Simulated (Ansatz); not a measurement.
An input for the plane-wave PAW code Ansatz:

```yaml
crystal:
  lattice:
    - [1.9838745739, 1.1453905193, 7.2072860885]
    - [-1.9838745739, 1.1453905193, 7.2072860885]
    - [0.0, -2.2907810385, 7.2072860885]
  atoms:
    - { symbol: Tl, position: [0.5, 0.5, 0.5] }
    - { symbol: Er, position: [0.0, 0.0, 0.0], spin: 3.01 }
    - { symbol: S, position: [0.2663701734, 0.2663701734, 0.2663701734] }
    - { symbol: S, position: [0.7336298266, 0.7336298266, 0.7336298266] }
basis:
  ecutwfc: 420
  ecutrho_ratio: 4
kpoints:
  mp_grid: { grid: [10, 10, 10] }
  band_path:
    path:
      - [[0.0, 0.0, 0.0], [0.5, 0.5, 0.5], [0.81649604, 0.18350396, 0.5]]
      - [[0.5, -0.18350396, 0.18350396], [0.5, 0.0, 0.0], [0.0, 0.0, 0.0], [0.34175198, -0.34175198, 0.0]]
      - [[0.65824802, 0.0, 0.34175198], [0.5, 0.0, 0.5], [0.0, 0.0, 0.0]]
    npoints: 14
hamiltonian:
  xc: pbesol
scf:
  occupations: { method: gaussian, width: 0.05 }
  lower_state_search: "off"
  n_extra_bands: 18
output:
  forces: true
  stress: true
  eigenvalues: true
  populations: true
  hubbard: { sites: [{ species: Er, l: f }] }
  dos: { projected: true, de: 0.02, nscf_kmesh: { grid: [15, 15, 15] } }
  bader: false
  write_density: true
  write_potential: true
  elf: true
  volumetric_format: npy
magnetization:
  spin_polarized: true
checkpoint:
  read: start.run
```

Launched as:
```sh
ansatz run input.yaml --threads 4 --pin off --max-ram 4096MiB --backend cpu --events-out ev --progress --plain --runs-dir out
```

The folder start.run holds the converged state of an earlier run on the same cell; the run starts from that state's density and uses only the symmetry operations that the state has.

The start was a prototype's sites filled with these elements; the Crystallography Open Database holds the compound in this structure.

Problem. Predict the main results.

Solution. Pressure 0.0 GPa, gap on the mesh zero (metallic), site spin moments Er 2.74 μB (PBEsol, scalar-relativistic).

What the program printed, in part:

```
Er: projections on atomic orbitals take those of the free atom [Kr 4d10] 4f12 5s2 5p6 5d0 6s2, of charge +0.00 (hamiltonian.pseudopotentials.projection_atoms); the dataset's partial waves leave at most 1.3e-4 of an orbital's norm unspanned inside its sphere
scf.n_extra_bands = 18 over 24 filled bands (N_el = 47.0): the run solves 42 bands
Pseudopotentials: kind: paw
Pseudopotential: Tl, paw, valence charge 13, recommended cutoff 420 eV (normal), Tl.paw.azcp
Pseudopotential: Er, paw, valence charge 22, recommended cutoff 420 eV (normal), Er.paw.azcp
Pseudopotential: S, paw, valence charge 6, recommended cutoff 420 eV (normal), S.paw.azcp
Crystal: 4 atoms, lattice volume = 98.263 Å³
Basis set: ecut = 420 eV, 1975 PW (Γ), FFT grids on a1−a3, a2−a3, a3, exchange–correlation on 54×54×108 points (8 copies of the dense FFT grid, shifted against one another)
Bands: 42, of which v1, the nominal top of the filled ones, is band 24 counted from 1 (23 counted from 0)
Symmetry: 12 space group operations
Space group: R-3m (ITA 166), of the structure as read, at distance tolerance 4.6e-5 Å
Magnetic group: BNS 166.97 (UNI 1327), of the structure as read, at distance tolerance 4.6e-5 Å
k-points: 116 of 1000
Initial density: read from a saved state, or passed on in memory by an earlier SCF of this step, an earlier step, the calling program or the single point that the run made first
Starting moments: Σ|m| = 3.01 μB on 1 of 4 sites; this step starts from the density that it was given
Initial wavefunctions: pseudopotential atomic-orbital guess
Functional: x = pbesol(κ = 0.804, μ = 0.12346), c = pbesol(β = 0.046)
iter 1 solved again at ethr=7.25e-8 eV; its pass at ethr=3.10e-3 eV (dr2=3.41e-5 eV) is discarded
```

```
SCF iter   1: F=—  HF=-25044.407804 eV  |F-HF|=—  |Δ(HF+E_count)|=         —  Δρ=1.09e-6 (↑5.92e-7 ↓1.09e-6)  dr2=2.65e-9  dr2_m=7.09e-11  M=2.883 μB ∫|m|=2.893 μB  β_m=0.30  ethr=7.25e-8  ⟨swp⟩=4.5  Hψ=80656  notcnv=0  defer=1
SCF iter   2: F=-25044.407805 eV  HF=-25044.407805 eV  |F-HF|=3.56e-8  |Δ(HF+E_count)|=   6.98e-7  Δρ=4.59e-6 (↑6.03e-7 ↓4.59e-6)  dr2=2.63e-8  dr2_m=3.88e-9  M=2.883 μB ∫|m|=2.893 μB  β_m=0.30  ethr=5.64e-12  ⟨swp⟩=13.1  Hψ=64983  notcnv=0
SCF iter   3: F=-25044.407805 eV  HF=-25044.407805 eV  |F-HF|=3.49e-9  |Δ(HF+E_count)|=   2.06e-9  Δρ=1.35e-6 (↑2.50e-7 ↓1.35e-6)  dr2=2.54e-9  dr2_m=2.88e-10  M=2.883 μB ∫|m|=2.893 μB  ethr=5.64e-12  ⟨swp⟩=5.1  Hψ=44227  notcnv=0
```

```
SCF 1 converged in 3 iterations: F = -25044.407805 eV  dr2 = 2.54e-9
NSCF: frozen V_eff on 101 k-points
NSCF: frozen V_eff on 344 k-points
SCF converged after 3 iterations
an eigenvalue changed by more than its tolerance at an iteration that met the thresholds in force, so the SCF went on 1 time: the last check found none over its tolerance
Magnetization: 2.8835 μB (24.9417 up, 22.0583 down)
Absolute magnetization: 2.8880 μB (∫|ρ↑−ρ↓|, with the PAW one-centre terms)
Per-site moments (μB) at R_I (Å): [(0.00925, 1.29758), (2.73950, 1.11787), (0.04436, 1.11787), (0.04436, 1.11787)]
Free energy (F): -25044.407805 eV
E sigma→0 (E₀):  -25044.405450 eV
Entropy (-TS):   -0.004710 eV (-1.177 meV/atom)
Fermi energy:    8.503351 eV
--- Forces (eV/Å), atoms counted from 1 ---
  atom   1  Tl     0.00000000     0.00000000     0.00000000
  atom   2  Er     0.00000000     0.00000000     0.00000000
  atom   3  S      0.00000000     0.00000000    -0.00101447
  atom   4  S      0.00000000     0.00000000     0.00101447
--- Stress (GPa, compression-positive) ---
       -0.016353       0.000000       0.000000
        0.000000      -0.016353       0.000000
        0.000000       0.000000      -0.011533
  P = ⅓ Tr σ = -0.0147 GPa (-0.147 kbar)
--- Band table (eV; the first three rows and the last of 232) ---
  k-point 0 ↑: bands = ["-40.6942", "-14.7088", "-14.5598", "-14.5598", "-3.9708", "-2.9139", "-1.8656", "-1.8656", "-1.8166", "-1.7290", "-1.7290", "2.1779", "5.2398", "5.3066", "5.3066", "6.0215", "6.0215", "6.2025", "6.2732", "6.2732", "6.3020", "6.8792", "7.1385", "8.0068", "8.0068", "11.9457", "11.9457", "12.1768", "12.4274", "14.5562", "14.5562", "14.7284", "14.7284", "15.5825", "16.1576", "17.9533", "18.8197", "18.8197", "19.0368", "20.0591", "20.0591", "21.3012"]
  k-point 1 ↑: bands = ["-40.6935", "-14.7039", "-14.5811", "-14.5641", "-3.8857", "-2.9491", "-1.8622", "-1.8504", "-1.8046", "-1.7318", "-1.7149", "2.2913", "5.2401", "5.3059", "5.3083", "5.9266", "5.9681", "6.0230", "6.2025", "6.2070", "6.3962", "6.7023", "7.4067", "7.8863", "8.0272", "11.7926", "12.1575", "12.2219", "12.4752", "13.7214", "14.0788", "15.1727", "15.3122", "15.6489", "16.5649", "18.0726", "18.4011", "18.5744", "18.9798", "20.5028", "20.6874", "21.1621"]
  k-point 2 ↑: bands = ["-40.6920", "-14.6911", "-14.6360", "-14.5753", "-3.6614", "-3.0214", "-1.8678", "-1.8105", "-1.7718", "-1.7389", "-1.6802", "2.5898", "5.2390", "5.3135", "5.3168", "5.5701", "5.6565", "6.0270", "6.1532", "6.2143", "6.4193", "6.4836", "7.5837", "7.6391", "7.9080", "11.4543", "12.1219", "12.6466", "12.9283", "13.0350", "13.7415", "15.2801", "15.7839", "16.1228", "16.6129", "17.3926", "18.3577", "18.4960", "19.6599", "20.3577", "20.9213", "21.7673"]
  k-point 115 ↓: bands = ["-39.5109", "-13.8957", "-13.7204", "-13.7204", "-3.7445", "-3.0867", "-1.8609", "-1.8609", "-1.8121", "-1.7246", "-1.7246", "2.7890", "4.8622", "6.2895", "6.2895", "7.1151", "7.1151", "7.6959", "7.7903", "8.2414", "8.3421", "8.3421", "8.7082", "8.7082", "9.6307", "11.4062", "12.0893", "12.0893", "13.1400", "13.8391", "13.8391", "13.9371", "16.8577", "16.8577", "17.3560", "17.3560", "17.7771", "18.6647", "19.6697", "19.6697", "20.2135", "20.6954"]
--- Löwdin populations: 4 sites ---
  site symbol       q [e]    m [muB]
     0     Tl     12.7874     0.0131
     1     Er     21.8105     2.6939
     2      S      6.1475     0.0802
     3      S      6.1475     0.0802
--- Occupation matrices: 1 shell (Löwdin-built; ε = 2.00e-2, provisional) ---
  Er1 f_4F up     Tr n = 6.9836  λ = 0.997 0.997 0.997 0.998 0.998 0.998 0.998
  Er1 f_4F dn     Tr n = 4.3221  λ = 0.085 0.085 0.170 0.993 0.993 0.997 0.998
```

It ran for 89 s on 4 threads of Arm Neoverse N1, with other jobs on the host, peak memory 1.6 GiB.

Without a U the open 4f shell is pinned at the Fermi level, an artefact: in the real crystal it splits into occupied and empty levels away from it, and its large orbital moment is missing here. No spin–orbit coupling, a notable omission for heavy elements. The run wasn't fully tested for a lower electronic state. Site moments are of spin, integrated over atomic spheres. Only parallel moments were tried, so the real magnetic order may be another.

A lower state of the open shells can't be excluded, and forces and pressures are less sure for it.
